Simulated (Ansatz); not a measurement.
## Quadrupolar parameters in GePt at a changed volume

The cell is an entry of the Crystallography Open Database (COD), relaxed with PBE at fixed cell and then changed (volume scaled by 1.04, ions relaxed).

Space group Pnma (No. 62); a = 5.8074, b = 3.7497, c = 6.1681 Å.

| site | Wyckoff | site symmetry | x | y | z |
| --- | --- | --- | --- | --- | --- |
| Ge | 4c | .m. | 0.8142 | 0.7500 | 0.5883 |
| Pt | 4c | .m. | 0.0020 | 0.7500 | 0.1923 |

One atom of each set is listed.

Method: Kohn–Sham DFT in Ansatz, PBE, plane waves and PAW, scalar-relativistic, 420 eV cutoff, Γ-centred 8×13×8 k-points, Fermi–Dirac smearing 0.05 eV.

V_zz is the principal component of the electric field gradient with the largest magnitude, η = (V_xx − V_yy)/V_zz and C_Q = eQV_zz/h.

Ge-73: I = 9/2, Q = -196.0 mb. Nuclear quadrupole moments: year-2017 set (Pyykkö).

(1) What field gradients does the calculation give at each kind of site?

Results:

(1) 

```tsv
site	atoms	first shell	V_zz (10²¹ V/m²)	η	C_Q (MHz)
Ge	4	6 Pt at 2.51–2.70 Å, 2 Ge at 3.06 Å	-6.99	0.99	33.1
Pt	4	6 Ge at 2.51–2.70 Å, 4 Pt at 2.99–3.02 Å	4.70	0.05	–
```

Pt has no stable isotope with a ground-state quadrupole moment in the table, so no C_Q is given.

With no gap above 0.1 eV, as in a metal, the gradients converge slowly in k; expect changes of a tenth or more on a denser mesh. Spin–orbit coupling is left out, which shifts gradients on Pt by a few per cent in wide-gap crystals, and can shift them far more where the calculated gap is small or absent, as here. Where η is near 1 the sign of V_zz means little.
